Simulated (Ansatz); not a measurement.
LuNiC2 in space group Amm2 (No. 38; Lu on 2a, Ni on 2b, C on 4e), the program Ansatz at the PBE level (PAW), all energies at zero smearing, with the estimated change up to a 700 eV cutoff added, with one set of potentials and settings (totals compare only within such a set). Cell of 4 atoms (1 Lu, 1 Ni, 2 C): -21075.268 eV.

```
element                             reference phase  E (eV/atom)
-------  ------------------------------------------  -----------
Lu                    P6_3/mmc, 2 atoms in the cell  -14732.4262
Ni       Fm-3m, 1 atoms in the cell, spin-polarised   -5839.7239
C                     P6_3/mmc, 4 atoms in the cell    -250.9479
```

Formation energy per atom, worked out: (-21075.268 − 1×(-14732.4262) − 1×(-5839.7239) − 2×(-250.9479))/4 = -0.305 eV/atom (-29 kJ per mol of atoms), at 0 K, without zero-point energy or fitted corrections.

The first step of the workflow began from a Materials Project structure, measured or hypothetical; the Crystallography Open Database copy checked does not list it. Whether it is the stable phase at ambient conditions was not checked. The PBE relaxation kept the symmetry of its start; whether a distortion lowers the energy is not shown. The run is not spin-polarised. The references are the lowest solids computed at this level, not always the standard phases. Spin–orbit coupling is left out wherever it is not named.

Potentials: the later of the program's two PAW sets.
